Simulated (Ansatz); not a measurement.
V₃Mo:
```
CELL_PARAMETERS angstrom
      0.00000     3.02133     3.02133
      3.02133     0.00000     3.02133
      3.02133     3.02133     0.00000
ATOMIC_POSITIONS crystal
  V  0.25000 0.25000 0.25000
  V  0.75000 0.75000 0.75000
  V  0.50000 0.50000 0.50000
  Mo 0.00000 0.00000 0.00000
```

Relaxed with r²SCAN. Special points in fractions of this cell's reciprocal vectors: Γ (0.000, 0.000, 0.000); X (0.500, 0.000, 0.500); U (0.625, 0.250, 0.625); K (0.375, 0.375, 0.750); L (0.500, 0.500, 0.500); W (0.500, 0.250, 0.750).

### Question
List the band energies nearest the Fermi level at these points for the program Ansatz at the r²SCAN level (PAW).

### Answer
In eV from the Fermi level; about four levels below and three above (degenerate sets whole), none deeper than 8.9 eV; … stands for higher levels left out; points with the same levels are listed once.

```tsv
k	below	above
Γ	-2.03 -2.03 -2.03 -1.03 -1.03 -1.03	0.27 0.27 0.27
X	-1.70 -1.70 -1.24 -0.63	0.63 0.63 0.76 0.76
U	-1.04 -0.98 -0.11 -0.05	0.04 0.52 1.37
L	-1.37 -1.37 -0.92 -0.75 -0.75	2.55 2.55 …
W	-0.49 -0.38 -0.38 -0.18	1.84 1.90 1.94 1.94
```

Space group Fm-3m. The workflow started from a Materials Project entry (that database holds measured and hypothetical structures alike); the Crystallography Open Database copy checked does not list it. With V and Mo taken as one species the cell has the higher symmetry Im-3m, so it may be an ordered model of a mixed-site phase. Its standing as an ambient phase is unchecked. The cell was relaxed with r²SCAN under the symmetry of its start; its stability against distortions is not shown here. No spin polarisation was allowed. Spin–orbit coupling is left out wherever it is not named.

Potentials: the later of the program's two PAW sets.
